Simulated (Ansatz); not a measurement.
**Li2H: vibrational free energy, entropy and heat capacity**

Method: DFT PBE, scalar-relativistic, plane waves, PAW (Ansatz). Settings: 420 eV plane-wave cutoff, Γ-centred 15×15×4 mesh, Fermi-Dirac smearing of 0.15 eV. No spin polarisation. Phonons by linear response, acoustic sum rule imposed.

Relaxed structure:
```cif
data_structure
_symmetry_space_group_name_H-M 'P 1'
_symmetry_Int_Tables_number 1
_cell_length_a 2.8107
_cell_length_b 2.8107
_cell_length_c 10.2464
_cell_angle_alpha 90.000
_cell_angle_beta 90.000
_cell_angle_gamma 120.000
_cell_volume 70.10
loop_
_atom_site_label
_atom_site_type_symbol
_atom_site_fract_x
_atom_site_fract_y
_atom_site_fract_z
_atom_site_occupancy
Li1 Li 0.33333 0.66667 0.37212 1
Li2 Li 0.66667 0.33333 0.87212 1
Li3 Li 0.33333 0.66667 0.12788 1
Li4 Li 0.66667 0.33333 0.62788 1
H1 H 0.00000 0.00000 0.25000 1
H2 H 0.00000 0.00000 0.75000 1
```

It was reached by relaxing an invented guess, and it needn't be the stable form of this composition. In a metal, frequencies and elastic constants depend on the k mesh and the smearing, soft modes and shear constants most. The q mesh is coarse, so values between its points are rough.

Force constants from linear response on a 3×3×1 q mesh, interpolated to a fine mesh.

(1) Give the zero-point energy per atom.

(2) How large are the vibrational entropy and heat capacity at 300 K?

(3) Tabulate them against temperature.

Results:

(1) 80.1 meV.

(2) S = 1.92 k_B and C_V = 2.10 k_B per atom, 70 % of the Dulong–Petit value.

(3)
```
T (K)  F_vib (meV/atom)  S (k_B/atom)  C_V (k_B/atom)
  100              79.1          0.37            0.74
  200              72.5          1.17            1.60
  300              59.1          1.92            2.10
  400              39.6          2.57            2.40
  500              15.0          3.13            2.58
  600             -14.1          3.61            2.69
  700             -47.0          4.03            2.76
  800             -83.4          4.40            2.82
  900            -122.8          4.74            2.85
 1000            -165.0          5.04            2.88
```
